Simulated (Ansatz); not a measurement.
B:
```
CELL_PARAMETERS angstrom
      2.44212     1.40996     4.16147
     -2.44212     1.40996     4.16147
      0.00000    -2.81992     4.16147
ATOMIC_POSITIONS crystal
  B  0.01002 0.65421 0.01002
  B  0.98998 0.34579 0.98998
  B  0.01002 0.01002 0.65421
  B  0.98998 0.98998 0.34579
  B  0.65421 0.01002 0.01002
  B  0.34579 0.98998 0.98998
  B  0.22083 0.63127 0.22083
  B  0.77917 0.36873 0.77917
  B  0.22083 0.22083 0.63127
  B  0.77917 0.77917 0.36873
  B  0.63127 0.22083 0.22083
  B  0.36873 0.77917 0.77917
```

Relaxed with r²SCAN+D4.

Problem. Which orbitals make up the states near the band edges in r²SCAN+D4 in the plane-wave PAW code Ansatz?

Solution. Top 1 eV of the valence band: B 2p 96 %. Bottom 1 eV of the conduction band: B 2p 80 %, B 2s 17 %. Projections are on Löwdin-orthogonalised atomic valence shells; empty p or d shells of many metals are not among them.

Problem. Tabulate the density of states.

Solution. States/eV per cell of 12 atoms, in 0.25 eV bins, energy from the valence-band maximum.

```
E (eV)  total  B 2p  B 2s
------  -----  ----  ----
-7.86    2.72  2.05  0.64
-7.61    2.12  1.61  0.50
-7.36    3.00  2.30  0.68
-7.11    2.86  2.22  0.62
-6.86    2.49  1.95  0.52
-6.61    2.62  2.08  0.52
-6.36    2.70  2.18  0.50
-6.11    2.80  2.32  0.47
-5.86    2.97  2.54  0.41
-5.61    3.63  3.24  0.36
-5.36    2.03  1.81  0.20
-5.11    1.17  1.05  0.12
-4.86    1.33  1.18  0.14
-4.61    2.27  2.01  0.25
-4.36    4.11  3.61  0.48
-4.11    5.75  5.17  0.56
-3.86    3.12  2.82  0.29
-3.61    4.19  3.73  0.44
-3.36    5.25  4.75  0.47
-3.11    2.89  2.61  0.26
-2.86    4.65  4.20  0.43
-2.61    4.43  4.00  0.41
-2.36    4.35  4.00  0.33
-2.11    5.81  5.38  0.40
-1.86    4.47  4.18  0.27
-1.61    2.40  2.21  0.19
-1.36    1.86  1.72  0.14
-1.11    1.57  1.46  0.10
-0.86    1.16  1.11  0.05
-0.61    0.28  0.28  0.00
-0.36    0.14  0.14  0.00
-0.11    0.02  0.02  0.00
0.14     0.00  0.00  0.00
0.39     0.00  0.00  0.00
0.64     0.00  0.00  0.00
0.89     0.00  0.00  0.00
1.14     0.00  0.00  0.00
1.39     0.00  0.00  0.00
1.64     0.72  0.56  0.13
1.89     3.16  2.49  0.57
2.14     2.06  1.66  0.33
2.39     1.33  1.09  0.20
2.64     1.11  0.90  0.17
2.89     1.14  0.85  0.24
3.14     2.78  2.05  0.63
3.39     3.96  2.88  0.94
3.64     2.92  2.24  0.57
3.89     2.25  1.78  0.39
4.14     2.78  2.09  0.56
4.39     2.90  2.17  0.59
4.64     2.19  1.63  0.44
4.89     2.33  1.72  0.48
5.14     2.65  1.82  0.70
5.39     3.65  2.50  0.95
5.64     3.61  2.53  0.86
5.89     2.96  2.14  0.61
6.14     3.27  2.32  0.70
6.39     2.54  1.81  0.53
```

Space group R-3m (α-B12). The r²SCAN+D4 relaxation kept the symmetry of its start.

Potentials: the later of the program's two PAW sets.
